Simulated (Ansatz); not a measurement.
## S (Fm-3m), tetragonal deformation path

The calculation used Ansatz 0.2.0, DFT r2SCAN, scalar-relativistic, plane waves, PAW. The runs took a 500 eV cutoff, a Γ-centred 22×22×22 mesh and Gaussian smearing (0.15 eV). No spin polarisation. Energies are free energies at this smearing, counted from the undisturbed cell; pressure is positive in compression.

Zero of the scan (as given, not relaxed at this level; it stands at 0.8 GPa; this fcc form isn't the usual structure):

```
S
1.0
     0.00000    1.99435    1.99435
     1.99435    0.00000    1.99435
     1.99435    1.99435    0.00000
S
1
Direct
  0.00000 0.00000 0.00000
```

At fixed volume and fractional coordinates, lengths along (0.000, 0.000, 1.000) are scaled against those across it; ρ is that ratio over its starting value. The cell is metallic on the mesh throughout. At ρ = 0.707 the cell becomes cubic (Im-3m), and there the slope of the energy vanishes by symmetry.

| ρ | ΔE (meV/atom) |
| --- | --- |
| 0.707 | -216.0 |
| 0.850 | -89.4 |
| 1.000 | 0.0 |
| 1.200 | -120.5 |
| 1.414 | -372.1 |

Q: Predict the pressure (GPa) at each point.

A:
```tsv
ρ	pressure (GPa)
0.707	-0.3
0.850	0.6
1.000	0.8
1.200	1.0
1.414	1.9
```